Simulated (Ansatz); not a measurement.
# Y2Zn3N4 — 67Zn nuclear quadrupole resonance

Cell: a Materials Project structure (computed, not necessarily an observed phase).

Space group C2/c (No. 15); a = 11.6055, b = 7.1792, c = 6.3457 Å, β = 91.72°.

| site | Wyckoff | site symmetry | x | y | z |
| --- | --- | --- | --- | --- | --- |
| Y | 8f | 1 | 0.3581 | 0.8720 | 0.6416 |
| Zn5 | 8f | 1 | 0.1524 | 0.9159 | 0.0300 |
| Zn9 | 4e | 2 | 0.5000 | 0.2391 | 0.7500 |
| N11 | 8f | 1 | 0.2334 | 0.9206 | 0.3319 |
| N15 | 8f | 1 | 0.4506 | 0.8015 | 0.9758 |

One atom of each set is listed; the run and its k-mesh use a cell of 18 atoms with edges of 6.82, 6.82, 6.35 Å.

Level of theory: DFT, PBE, plane waves and PAW, scalar-relativistic, 420 eV cutoff, Γ-centred 5×5×5 k-points, Fermi–Dirac smearing 0.02 eV (Ansatz 0.2.0).

67Zn: I = 5/2, Q = 122.0 mb (year-2017 value). Static lattice, zero field.

Sites with a gradient: Zn5 (4 atoms; 3 N at 1.97–2.11 Å); Zn9 (2 atoms; 2 N at 1.84 Å, angle 162°).

(1) The simulated spectrum has lines at 8.49, 9.00, 12.8, 18.0 MHz. Sort them into the sets that belong together, and say which site each set most likely comes from.

Answers

(1) For I = 5/2 and η = 0 the lines are 3|C_Q|/20 and twice that; η pulls their ratio below 2. Zn5: 8.49, 12.8 MHz (|C_Q| = 44.6 MHz, η = 0.53). Zn9: 9.00, 18.0 MHz (|C_Q| = 60.0 MHz, η = 0.02).

The sites follow from the calculation. At Zn5 V_zz stands upright on the plane through its three neighbours (within 1°). At Zn9 V_zz points along the line of its two bonds (within 2°). Like point charges on the first shell alone (each adding as 1/d³) would give the same order.
